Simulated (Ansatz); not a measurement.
**Question.** Each is relaxed and computed with the program Ansatz at the r²SCAN level (PAW). Which alone has a direct gap?
A. K2LiScF6, Fm-3m (K on 8c, Li on 4b, Sc on 4a, F on 24e)
B. KF, CsCl type
C. K2TeCl6, Fm-3m (K on 8c, Te on 4a, Cl on 24e)
D. Li2H6Pt, Fm-3m (Li on 8c, H on 24e, Pt on 4a)

**Answer.** A, K2LiScF6, Fm-3m (K on 8c, Li on 4b, Sc on 4a, F on 24e). K2LiScF6: gap 7.67 eV (direct); Li2H6Pt: gap 3.33 eV (indirect); K2TeCl6: gap 2.70 eV (indirect); KF: gap 7.72 eV (indirect). Not the usual ambient phase: KF, CsCl type. Standing as an ambient phase not checked: K2LiScF6, Fm-3m (K on 8c, Li on 4b, Sc on 4a, F on 24e); Li2H6Pt, Fm-3m (Li on 8c, H on 24e, Pt on 4a); K2TeCl6, Fm-3m (K on 8c, Te on 4a, Cl on 24e). All cells were relaxed under the symmetry of their starts (and spin orders); stability against distortions was not tested throughout. Rows with no word on spin ran without spin polarisation. Scalar-relativistic: spin–orbit coupling is off unless named, which matters more the heavier the elements.

Potentials: the later of the program's two PAW sets.
